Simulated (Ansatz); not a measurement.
**Two states of CuH2CO3**

```
Cu O C H
1.0
     3.27666   -0.00243   -0.00124
    -0.00443    5.97105    0.00286
    -1.49388    0.00452    7.14480
Cu O C H
2 6 2 4
Direct
  0.50684 0.49816 0.49959
  0.51465 0.99645 0.49514
  0.10144 0.75101 0.43848
  0.89510 0.25162 0.55933
  0.42604 0.44090 0.22889
  0.57493 0.94156 0.77283
  0.58249 0.55557 0.77311
  0.42418 0.06090 0.22791
  0.41428 0.25280 0.15091
  0.58810 0.75176 0.85117
  0.39404 0.24904 0.00463
  0.59913 0.75015 0.99875
  0.04141 0.74864 0.31391
  0.94013 0.24635 0.68363
```

Method: PBE, with U_eff = 1.54 eV on Cu d (all-electron-ortho-atomic projectors); PAW, plane waves to 420 eV, 6×3×3 (shifted by 0, 0.5, 0 steps) mesh, fermi-dirac occupations (width 0.1 eV) (Ansatz 0.2.0), atoms fixed.

State A: Cu1 up, Cu2 up (collinear spin). State B: Cu1 up, Cu2 down (collinear spin).

Compare the two self-consistent states.

State A is lower by 2.2 meV an atom at zero smearing.

```csv
state,free energy (meV/atom),largest moment in a small sphere (μB),net moment (μB/cell),gap on mesh (eV),pressure (GPa),largest force (eV/Å)
A,0.0,0.63,2.00,1.05,5.7,5.44
B,2.2,0.60,0.00,1.04,5.7,5.43
```

Origin: a strained cell with displaced atoms, so it need not be a known compound. Caveats: an odd or shifted mesh can miss the band edges, so this level's true gap may be smaller; atoms or cell far from equilibrium.
